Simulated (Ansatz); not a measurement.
# Sn$_{3}$Se: one atom moved along a line

All numbers below come from Ansatz, DFT PBE, scalar-relativistic, plane waves, PAW. The runs took a 420 eV cutoff, a Γ-centred 12×12×12 mesh and Gaussian smearing (0.15 eV). No spin polarisation. Energies are free energies at this smearing, counted from the undisturbed cell; pressure is positive in compression.

The starting cell (relaxed at this level; with this scan's settings it stands at 0.1 GPa; it needn't be the usual structure):

```yaml
crystal:
  lattice:
    - [0.00000, 3.72795, 3.72795]
    - [3.72795, 0.00000, 3.72795]
    - [3.72795, 3.72795, 0.00000]
  atoms:
    - { symbol: Sn, position: [0.25000, 0.25000, 0.25000] }
    - { symbol: Sn, position: [0.75000, 0.75000, 0.75000] }
    - { symbol: Sn, position: [0.50000, 0.50000, 0.50000] }
    - { symbol: Se, position: [0.00000, 0.00000, 0.00000] }
```

Atom 3 (Sn) is moved by x along the Cartesian unit vector (0.000, 0.000, 1.000); the cell and all other atoms stay fixed. The cell is metallic on the mesh throughout.

| x (Å) | ΔE (meV/cell) | force along x on the moved atoms (eV/Å) | pressure (GPa) |
| --- | --- | --- | --- |
| -0.1000 | 12.4 | 0.25 | 0.2 |
| -0.0333 | ? | ? | 0.2 |
| 0.0000 | 0.0 | 0.00 | 0.1 |
| 0.0500 | 3.1 | -0.12 | 0.2 |
| 0.0667 | 5.5 | -0.17 | 0.2 |
| 0.0833 | 8.6 | -0.21 | 0.2 |

By symmetry 0.1000 repeats -0.1000, -0.0667 repeats 0.0667, 0.0333 repeats -0.0333 in energy, with the opposite slope along the path.

(1) Give the withheld values.

## Answers

(1) ΔE (meV/cell) at x (Å) = -0.0333: 1.4; force along x on the moved atoms (eV/Å) at x (Å) = -0.0333: 0.08.

Cost: 6 runs of about 4.8 core-minutes in all, on Intel Xeon Processor @ 2.70GHz (shared hosts).